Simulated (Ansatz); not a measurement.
Ansatz (an electronic-structure program) input:

Ansatz 0.2 input:
```yaml
crystal:
  lattice:
    - [4.4362237703, 0.0, 0.0]
    - [-2.2181118852, 3.841882482, 0.0]
    - [0.0, 0.0, 14.6139819164]
  atoms:
    - { symbol: Ag, position: [0.0, 0.0, 0.3215088159] }
    - { symbol: Ag, position: [0.0, 0.0, 0.8215088159] }
    - { symbol: Ag, position: [0.6666666667, 0.3333333333, 0.428744347] }
    - { symbol: Ag, position: [0.3333333333, 0.6666666667, 0.928744347] }
    - { symbol: I, position: [0.0, 0.0, 0.0183001015] }
    - { symbol: I, position: [0.0, 0.0, 0.5183001015] }
    - { symbol: I, position: [0.6666666667, 0.3333333333, 0.2314467357] }
    - { symbol: I, position: [0.3333333333, 0.6666666667, 0.7314467357] }
kpoints:
  mp_grid: { grid: [6, 6, 2] }
  band_path:
    path:
      - [[0.0, 0.0, 0.0], [0.5, 0.0, 0.0], [0.3333333333, 0.3333333333, 0.0], [0.0, 0.0, 0.0], [0.0, 0.0, 0.5], [0.5, 0.0, 0.5], [0.3333333333, 0.3333333333, 0.5], [0.0, 0.0, 0.5]]  # Γ-M-K-Γ-A-L-H-A
      - [[0.5, 0.0, 0.5], [0.5, 0.0, 0.0]]  # L-M
      - [[0.3333333333, 0.3333333333, 0.5], [0.3333333333, 0.3333333333, 0.0]]  # H-K
      - [VBM, CBM]
    npoints: 8
basis: { xc_grid: 2 }
hamiltonian:
  xc: pbe
  dispersion: d3bj
  pseudopotentials: { kind: paw }
magnetization: { noncollinear: true, spin_orbit: true }
scf:
  n_extra_bands: 16
  convergence: { dr2_threshold: 0.0000000001 }
  occupations: { method: gaussian, width: 0.01 }
checkpoint: { write: soc.run }
output: { eigenvalues: true }
```

Output (shortened):

```
Pseudopotential: Ag, paw_fr, valence charge 19
Pseudopotential: I, paw_fr, valence charge 17
Functional definition: PBE
non-collinear run that drives no moment, with spin-orbit …
Crystal: 8 atoms, lattice volume = 249.073 Å³
Basis set: ecut = 420 eV, 4915 PW (Γ), exchange–correlation on 60×60×200 points (8 copies of the dense FFT grid, shifted against one another)
Bands: 160, of which v1, the nominal top of the filled ones, is band 144 counted from 1 (143 counted from 0)
Symmetry: 12 space group operations + 12 with time reversal
k-points: 14 of 72
Projection manifold: j_resolved (fully-relativistic pseudo-atomic orbitals)
SCF iter   1: F=—  HF=-60446.865973 eV  |F-HF|=—  |Δ(HF+E_count)|=         —  Δρ=5.72e-2  dr2=2.88e1  dr2_m=0.00e0 (ungated)  ethr=3.10e-3  |M|=0.00e0 ∫|m|=0.00e0 μB  |m|>n=0.0e0 m-floor=0.0e0 τ_xc=0.0e0  β_m=0.30  ⟨swp⟩=8.4  Hψ=11399  notcnv=0  defer=10
preconditioner: auto → Resta (q_TF=auto, 2.490 Å⁻¹)
spin=Noncollinear: Resta preconditioning applied to the charge; magnetization (m_x, m_y, m_z) channels mix plain (no charge-response kernel on spin).
SCF iter   2: F=—  HF=-60442.369395 eV  |F-HF|=—  |Δ(HF+E_count)|=    4.50e0  Δρ=2.86e-2  dr2=9.77e0  dr2_m=0.00e0 (ungated)  ethr=3.10e-3  |M|=0.00e0 ∫|m|=0.00e0 μB  |m|>n=0.0e0 m-floor=0.0e0 τ_xc=0.0e0  β_m=0.47  ⟨swp⟩=3.0  Hψ=3674  notcnv=0  defer=146
SCF iter   3: F=—  HF=-60440.216526 eV  |F-HF|=—  |Δ(HF+E_count)|=    2.15e0  Δρ=7.16e-3  dr2=2.82e-1  dr2_m=0.00e0 (ungated)  ethr=3.10e-3  |M|=0.00e0 ∫|m|=0.00e0 μB  |m|>n=0.0e0 m-floor=0.0e0 τ_xc=0.0e0  β_m=0.60  ⟨swp⟩=3.1  Hψ=3480  notcnv=0  defer=146
SCF iter   4: F=—  HF=-60440.186892 eV  |F-HF|=—  |Δ(HF+E_count)|=   2.96e-2  Δρ=2.06e-3  dr2=1.88e-2  dr2_m=0.00e0 (ungated)  ethr=1.96e-4  |M|=0.00e0 ∫|m|=0.00e0 μB  |m|>n=0.0e0 m-floor=0.0e0 τ_xc=0.0e0  β_m=0.80  ⟨swp⟩=3.0  Hψ=3844  notcnv=0  defer=146
SCF iter   5: F=—  HF=-60440.189746 eV  |F-HF|=—  |Δ(HF+E_count)|=   2.85e-3  Δρ=6.56e-4  dr2=2.70e-3  dr2_m=0.00e0 (ungated)  ethr=1.30e-5  |M|=0.00e0 ∫|m|=0.00e0 μB  |m|>n=0.0e0 m-floor=0.0e0 τ_xc=0.0e0  β_m=0.90  ⟨swp⟩=2.1  Hψ=3182  notcnv=0  defer=146
SCF iter   6: F=—  HF=-60440.191133 eV  |F-HF|=—  |Δ(HF+E_count)|=   1.39e-3  Δρ=3.17e-4  dr2=3.51e-4  dr2_m=0.00e0 (ungated)  ethr=1.88e-6  |M|=0.00e0 ∫|m|=0.00e0 μB  |m|>n=0.0e0 m-floor=0.0e0 τ_xc=0.0e0  β_m=0.95  ⟨swp⟩=2.0  Hψ=3180  notcnv=0  defer=146
SCF iter   7: F=—  HF=-60440.191540 eV  |F-HF|=—  |Δ(HF+E_count)|=   4.08e-4  Δρ=7.93e-5  dr2=2.82e-5  dr2_m=0.00e0 (ungated)  ethr=2.44e-7  |M|=0.00e0 ∫|m|=0.00e0 μB  |m|>n=0.0e0 m-floor=0.0e0 τ_xc=0.0e0  β_m=0.98  ⟨swp⟩=2.0  Hψ=3160  notcnv=0  defer=146
SCF iter   8: F=—  HF=-60440.191637 eV  |F-HF|=—  |Δ(HF+E_count)|=   9.64e-5  Δρ=2.82e-5  dr2=3.27e-6  dr2_m=0.00e0 (ungated)  ethr=1.96e-8  |M|=0.00e0 ∫|m|=0.00e0 μB  |m|>n=0.0e0 m-floor=0.0e0 τ_xc=0.0e0  β_m=0.99  ⟨swp⟩=2.0  Hψ=3108  notcnv=0  defer=146
SCF iter  13: F=-60440.191686 eV  HF=-60440.191686 eV  |F-HF|=4.37e-11  |Δ(HF+E_count)|=  4.51e-10  Δρ=1.67e-7  dr2=9.15e-11  dr2_m=0.00e0 (ungated)  ethr=1.00e-12  |M|=0.00e0 ∫|m|=0.00e0 μB  |m|>n=0.0e0 m-floor=0.0e0 τ_xc=0.0e0  ⟨swp⟩=13.0  Hψ=10008  notcnv=0…
SCF 1 converged in 13 iterations: F = -60440.191686 eV  dr2 = 9.15e-11
NSCF: frozen V_eff on 28 k-points
NSCF: frozen V_eff on 28 k-points
NSCF: frozen V_eff on 3 k-points
NSCF: frozen V_eff on 3 k-points
NSCF: frozen V_eff on 3 k-points
NSCF: frozen V_eff on 3 k-points
NSCF: frozen V_eff on 3 k-points
NSCF: frozen V_eff on 84 k-points
SCF converged after 13 iterations
Magnetization: |M| = 0.0000 μB,  M = (+0.0000, +0.0000, +0.0000) μB
Absolute magnetization: 0.0000 μB (∫|m|)
  site 0: m = (+0.0000, +0.0000, +0.0000) μB, |m| = 0.0000 μB  (R = 1.19 Å)
  site 1: m = (+0.0000, +0.0000, +0.0000) μB, |m| = 0.0000 μB  (R = 1.19 Å)
  site 2: m = (+0.0000, +0.0000, +0.0000) μB, |m| = 0.0000 μB  (R = 1.19 Å)
  site 3: m = (+0.0000, +0.0000, +0.0000) μB, |m| = 0.0000 μB  (R = 1.19 Å)
  site 4: m = (+0.0000, +0.0000, +0.0000) μB, |m| = 0.0000 μB  (R = 1.19 Å)
  site 5: m = (+0.0000, +0.0000, +0.0000) μB, |m| = 0.0000 μB  (R = 1.19 Å)
  site 6: m = (+0.0000, +0.0000, +0.0000) μB, |m| = 0.0000 μB  (R = 1.19 Å)
  site 7: m = (+0.0000, +0.0000, +0.0000) μB, |m| = 0.0000 μB  (R = 1.19 Å)
Free energy (F): -60440.191686 eV
Harris-Foulkes:  -60440.191686 eV  (|F-HF|=4.37e-11)
Internal energy: -60440.191686 eV  (E = F + TS)
E sigma→0 (E₀):  -60440.191686 eV
Fermi energy:    8.677601 eV
--- Per-component energies (eV) ---
  E_band       = -2961.099105
  E_kinetic    = 2869.012896
  E_local      = -22586.722618  (includes V_loc(G=0)·N_el)
  E_nonlocal   = -38.252515
  E_hartree    = 10783.143240
  E_xc         = -1248.578734
  E_vxc        = -1449.322616  (∫ρ·V_xc dr)
  E_paw        = -34900.143236  (= ΣΔE_a)
  E_vpaw       = -3322.101410  (= ΣTr[D̂ρ^β])
  E_aug_tail   = 0.001132  (compensation charges beyond the density's cutoff)
  E_ewald      = -15315.748149
  E_disp       = -2.903702  (pairwise vdW)
  E_smearing   =  0.000000  (= −TS)
  E_closure    =  0.000000  (closes the sum)
  Σ components = -60440.191686   (vs F -60440.191686, Δ=0.00e0)
  [band-id]    e_kinetic+e_local+e_nonlocal+2·e_hartree+e_vxc+e_vpaw+e_augmentation_tail = -2961.098651   (vs E_band -2961.099105, Δ=4.53e-4)
--- Band table (eV; the first three rows and the last of 14) ---
  k-point 0: bands = ["-82.7792", "-82.7792", "-82.7792", "-82.7792", "-82.7743", "-82.7743", "-82.7743", "-82.7743", "-49.8321", "-49.8321", "-49.8321", "-49.8321", "-49.8143", "-49.8143", "-49.8143", "-49.8143", "-44.7547", "-44.7547", "-44.7547", …
  k-point 1: bands = ["-82.7792", "-82.7792", "-82.7792", "-82.7792", "-82.7743", "-82.7743", "-82.7743", "-82.7743", "-49.8321", "-49.8321", "-49.8321", "-49.8321", "-49.8143", "-49.8143", "-49.8143", "-49.8143", "-44.7547", "-44.7547", "-44.7547", …
  k-point 2: bands = ["-82.7789", "-82.7789", "-82.7789", "-82.7789", "-82.7746", "-82.7746", "-82.7746", "-82.7746", "-49.8311", "-49.8310", "-49.8310", "-49.8310", "-49.8154", "-49.8154", "-49.8154", "-49.8154", "-44.7543", "-44.7543", "-44.7543", …
  k-point 13: bands = ["-82.7769", "-82.7769", "-82.7769", "-82.7769", "-82.7766", "-82.7766", "-82.7766", "-82.7766", "-49.8235", "-49.8235", "-49.8235", "-49.8235", "-49.8231", "-49.8231", "-49.8231", "-49.8231", "-44.7545", "-44.7545", "-44.7537", …
```

Cost: roughly 19 core-minutes on shared cores.

Space group P6_3mc. The first step of the workflow began from a Materials Project structure, measured or hypothetical. Its sites differ from those of the usual phase in this space group: another stacking or structure type. The cell was relaxed with PBE+D3(BJ) under the symmetry of its start; whether a distortion lowers the energy is not shown. The run is not spin-polarised.

Potentials: the later of the program's two PAW sets.

Ansatz is a plane-wave DFT program.
